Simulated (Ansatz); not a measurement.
Computed with DFT PBE, scalar-relativistic, plane waves, PAW in Ansatz 0.2.0. Settings: cutoff 420 eV, Γ-centred meshes spaced at most about 0.3 Å⁻¹ (2π included), Gaussian smearing. No spin polarisation in the final relaxations.

All energies are static (0 K, no zero-point motion).

Two relaxed structures of Cd₄SeS₃:

A.

```
CELL_PARAMETERS angstrom
5.99197 0.00000 0.00000
0.00000 5.99197 0.00000
0.00000 0.00000 5.99197
ATOMIC_POSITIONS crystal
Cd 0.24427 0.75573 0.24427
Cd 0.24427 0.24427 0.75573
Cd 0.75573 0.75573 0.75573
Cd 0.75573 0.24427 0.24427
Se 0.50000 0.50000 0.50000
S 0.50000 0.00000 0.00000
S 0.00000 0.00000 0.50000
S 0.00000 0.50000 0.00000
```

B.

```
CELL_PARAMETERS angstrom
-2.99647 2.99647 5.98915
2.99647 -2.99647 5.98915
2.99647 2.99647 -5.98915
ATOMIC_POSITIONS crystal
Cd 0.88510 0.37076 0.00000
Cd 0.37076 0.88510 0.00000
Cd 0.11490 0.11490 0.48565
Cd 0.62924 0.62924 0.51435
Se 0.50000 0.50000 0.00000
S 0.75000 0.25000 0.50000
S 0.25000 0.75000 0.50000
S 0.00000 0.00000 0.00000
```

Task: Which placement of the atoms is lower in energy, and by how much?

Result: They are level within the accuracy (1 meV/atom apart, with B the lower in these runs). The two share one framework of sites and differ in which element sits where. A has Se and S ordered on zinc blende sites, space group P-43m (No. 215), 26.9 Å³/atom and a gap of 0.87 eV on its mesh; B has Se and S ordered on zinc blende sites, space group I-42m (No. 121), 26.9 Å³/atom and a gap of 0.89 eV. Counting S or Se atoms around Cd (for each partner element, those within 1.25 times its shortest distance or 1.15 times the sum of covalent radii, where it is the nearest in units of that sum or under 1.3), A and B both have Cd 4. Both come from invented guesses.

Kohn–Sham gaps at this level usually fall short of measured ones.
